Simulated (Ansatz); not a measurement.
Consider the following.

Na:
```
CELL_PARAMETERS angstrom
     -2.11180     2.11180     2.11180
      2.11180    -2.11180     2.11180
      2.11180     2.11180    -2.11180
ATOMIC_POSITIONS crystal
  Na 0.00000 0.00000 0.00000
```

This is the r²SCAN-relaxed structure.

Q: All from r²SCAN (plane waves, PAW; program Ansatz), unless another level is named. Estimate the vibrational entropy at 300 K.

A: 48.2 J/(K·mol of atoms).

Q: Predict the Hill bulk and shear moduli.

A: 7.7 and 2.9 GPa.

Q: Give the elastic constants (relaxed ions, GPa).

A: C11 = 8.7, C12 = 7.2, C44 = 6.3.

Space group Im-3m (bcc (W type)). The r²SCAN relaxation kept the symmetry of its start; phonons on a q-mesh show no instability. As this level gives no gap, shear constants depend on the k-mesh and smearing (Fermi–Dirac, 0.1 eV here).

Potentials: the later of the program's two PAW sets.
